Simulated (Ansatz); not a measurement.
Starting structure of a cell relaxation (symmetry kept):

```xyz
3
Lattice="2.8013 0.0000 0.0000 -1.4007 2.4260 0.0000 0.0000 0.0000 6.8219" Properties=species:S:1:pos:R:3 pbc="T T T"
Al    0.0000    1.6173    2.2616
Al    1.4007    0.8087    4.5604
Zn    0.0000    0.0000    0.0000
```

All numbers below come from DFT r2SCAN, scalar-relativistic, plane waves, PAW (Ansatz).

Plane waves to 500 eV, a k mesh through Γ of 18×18×6 on the computed 3-atom cell and Gaussian smearing (0.10 eV); no spin polarisation.

Q: What does it relax to?

A: The volume increases by 0.06 Å³/atom to 15.51 Å³/atom, and the energy falls by 0.3 meV/atom. Final structure:
```
Al Zn
1.0
     2.79544    0.00000    0.00000
    -1.39772    2.42092    0.00000
     0.00000    0.00000    6.87600
Al Zn
2 1
Direct
  0.33333 0.66667 0.33029
  0.66667 0.33333 0.66971
  0.00000 0.00000 0.00000
```

Cost: 1 run of about 1.4 core-minutes, on AMD EPYC 7R13 Processor (Zen 3) (shared hosts).